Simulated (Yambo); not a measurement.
A G0W0@PBEsol run in Yambo for KOH (space group P2_1/c, No. 14) (2×4×2 Γ-centred k mesh, 179 bands and a 6 Ry block in the screening, 179 bands in G with the Bruneval-Gonze terminator, plasmon pole fitted at 27.2 eV) gives these matrix elements, in eV, at the band edges ((-0.5, 0, 0) → Γ):

| state | E0 | <Vxc> | <Σx> | <Σc(E0)> | Z |
|---|---|---|---|---|---|
| valence edge | 0.000 | -18.648 | -24.573 | 3.992 | 0.804 |
| conduction edge | 3.859 | -9.217 | -4.994 | -3.107 | 0.876 |

Task: Solve the linearised quasiparticle equation for both states, give the gap, and say how exchange and correlation each act on it.

Result: E = E0 + Z(Σx + Σc − Vxc). Valence: 0.000 + 0.804 × (-24.573 + (3.992) − (-18.648)) = -1.55 eV. Conduction: 3.859 + 0.876 × (-4.994 + (-3.107) − (-9.217)) = 4.84 eV. The gap is 6.39 eV, against 3.86 eV in PBEsol. Replacing Vxc by bare exchange alone would open it by 10.15 eV; correlation takes back 7.10 eV of that, and Z scales what is left. Nearest settings tried, and what they do to the gap: 76 bands in G: +25 meV; 90 bands in W: +147 meV; 2×2×1 mesh: +25 meV. Not varied: block. So the settings aren't converged at that level. 

Geometry of the Materials Project entry, not relaxed at this level; primitive cell a = 5.6468 Å, b = 3.9683 Å, c = 7.8519 Å, α = 90.00°, β = 112.62°, γ = 90.00°.
